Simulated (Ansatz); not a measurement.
(111) superlattice of 2 and 4 atomic planes of zincblende BeS and BeSe, in-plane a of BeSe, 6 atoms

A calculation with Ansatz 0.2.0 (PAW, plane waves); the settings stand in the input.

The input as it was run:

```yaml
crystal:
  lattice:
    - [2.564411, -2.564411, 0.000000]
    - [0.000000, 2.564411, -2.564411]
    - [4.959174, 4.959174, 4.959174]
  atoms:
    - { symbol: Be, position: [0.001903, 0.004771, 0.003352] }
    - { symbol: Be, position: [0.344750, 0.675150, 0.310218] }
    - { symbol: Be, position: [0.668739, 0.333280, 0.654058] }
    - { symbol: S, position: [0.990467, 0.998665, 0.230936] }
    - { symbol: Se, position: [0.339045, 0.667555, 0.572043] }
    - { symbol: Se, position: [0.658109, 0.327838, 0.914325] }
kpoints:
  mp_grid: { grid: [4, 4, 2] }
hamiltonian:
  xc: pbesol
scf:
  occupations: { method: fermi_dirac, width: 0.01 }
  max_iter: 4
output:
  forces: true
  eigenvalues: true
  stress: true
```

Started with:

```sh
ansatz run in.yaml --threads 8 --pin off --max-ram 13300MiB --runs-dir r --events-out ev --progress --plain
```

The end of the output:

```
PAW one-centre angular grid: Be, 110 points (default); XC on 64 Gauss nodes
PAW one-centre angular grid: S, 110 points (default); XC on 64 Gauss nodes
PAW one-centre angular grid: Se, 590 points (default); XC on 64 Gauss nodes
Initial density: superposition of atomic densities (neutral atoms: chi_scale 0, normalization atom), corrected by the library's trained network
Initial wavefunctions: pseudopotential atomic-orbital guess
Functional: x = pbesol(κ = 0.804, μ = 0.12345679012345678), c = pbesol(β = 0.046)
SCF iter   1: F=—  HF=-12009.442401 eV  |F-HF|=—  |Δ(HF+E_count)|=         —  Δρ=2.35e-3  dr2=9.47e-3  ethr=1.77e-3  ⟨swp⟩=8.0  Hψ=2748  notcnv=0
preconditioner: auto → Resta (q_TF=auto, 2.388 Å⁻¹)  ε∞=4.0  [insulator: Δε(μ)=2.292 eV  Ē_g=10.649 eV  σ=0.010 eV  W_gap=1.00  n_scr=24 (ndim 8)  ℏωp=18.4 eV  f_vac=0.004  D(μ)=0.00/eV (n_scr^D=0)  ε∞_Penn≈4.0]
SCF iter   2: F=—  HF=-12009.439967 eV  |F-HF|=—  |Δ(HF+E_count)|=   2.43e-3  Δρ=1.25e-3  dr2=2.48e-3  ethr=2.15e-5  ⟨swp⟩=4.6  Hψ=3700  notcnv=0
SCF iter   3: F=—  HF=-12009.439601 eV  |F-HF|=—  |Δ(HF+E_count)|=   3.67e-4  Δρ=3.73e-4  dr2=2.32e-4  ethr=5.64e-6  ⟨swp⟩=3.6  Hψ=3005  notcnv=0
automatic band count: iteration 3 solves 27 bands in place of 28: the levels show a gap, and the empty bands left out lie too high to hold charge; the band table lists the bands solved (type scf.n_extra_bands for more)
SCF iter   4: F=—  HF=-12009.439627 eV  |F-HF|=—  |Δ(HF+E_count)|=   2.57e-5  Δρ=8.92e-5  dr2=1.05e-5  ethr=5.28e-7  ⟨swp⟩=4.8  Hψ=3914  notcnv=0
automatic band count: iteration 4 solves 28 bands in place of 27: the SCF can't look for a level among the bands left out, or has no iteration left to take one in, so it keeps every band
Error: did not converge after 4 iterations: dr2 = 1.05e-5 (threshold 1.00e-7), under the density mixer `msr1`, which `scf.mixing.algorithm: auto` chose by the deck's other keys (type `scf.mixing.algorithm: msr1` to keep it); raise `scf.max_iter`, which need not help a stalled SCF, or adjust the mixing (`scf.mixing`) or, under a smearing, its width (`scf.occupations.width`, in either direction: ano
```

The calculation stopped without meeting its thresholds.
